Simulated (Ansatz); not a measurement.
Relaxed-ion elastic tensor of Sn (body-centred tetragonal, I4/mmm) in GPa (Voigt order), r²SCAN (plane waves, PAW; program Ansatz); density 7.26 g/cm³, 27.17 Å³ per atom.

|  | 1 | 2 | 3 | 4 | 5 | 6 |
|---|---|---|---|---|---|---|
| 1 | 59.5 | 38.1 | 47.4 | 0.0 | 0.0 | 0.0 |
| 2 | 38.1 | 59.5 | 47.4 | 0.0 | 0.0 | 0.0 |
| 3 | 47.4 | 47.4 | 84.0 | 0.0 | 0.0 | 0.0 |
| 4 | 0.0 | 0.0 | 0.0 | 7.2 | 0.0 | 0.0 |
| 5 | 0.0 | 0.0 | 0.0 | 0.0 | 7.2 | 0.0 |
| 6 | 0.0 | 0.0 | 0.0 | 0.0 | 0.0 | 31.6 |

Problem. Is the crystal mechanically stable?

Solution. Yes: the smallest eigenvalue of C is 7.2 GPa.

Problem. Work out the Voigt, Reuss and Hill averages.

Solution. K_V = 52.1, K_R = 48.7, K_H = 50.4; G_V = 13.9, G_R = 10.3, G_H = 12.1 GPa.

Problem. Give Young's modulus, Poisson's ratio, Pugh's ratio and the universal anisotropy index.

Solution. E = 9KG/(3K + G) = 33.6 GPa; ν = 0.39; K/G = 4.17 (ductile by the Pugh limit of 1.75); A_U = 5G_V/G_R + K_V/K_R − 6 = 1.81.

Problem. Estimate the sound speeds and the Debye temperature.

Solution. v_l = √((K + 4G/3)/ρ) = 3030 m/s, v_t = √(G/ρ) = 1290 m/s, mean 1460 m/s; Θ = (h/k)(3n/4πV)^(1/3) v_m = 144 K.

Problem. Solve the Christoffel equation for the three sound speeds along x, y, z.

Solution. Eigenvalues of C_ijkl n_j n_l equal ρv². In km/s, slowest first: x 1.00, 2.09, 2.86; y 1.00, 2.09, 2.86; z 1.00, 1.00, 3.40.

Problem. How much does each axis shrink under pressure?

Solution. Linear compressibilities β_i = Σ_j S_ij (j = 1 to 3): x 9.9, y 9.9, z 0.77 per TPa.

This is a known high-pressure phase of the composition, computed here at zero pressure and temperature. The cell was relaxed with r²SCAN under the symmetry of its start; its stability against distortions is not shown here. As this level gives no gap, shear constants depend on the k-mesh and smearing (Fermi–Dirac, 0.1 eV here). On the denser mesh and wider smearing of the elastic run this cell carries a stress of 0.4 GPa. Spin–orbit coupling is left out wherever it is not named.

Potentials: the later of the program's two PAW sets.
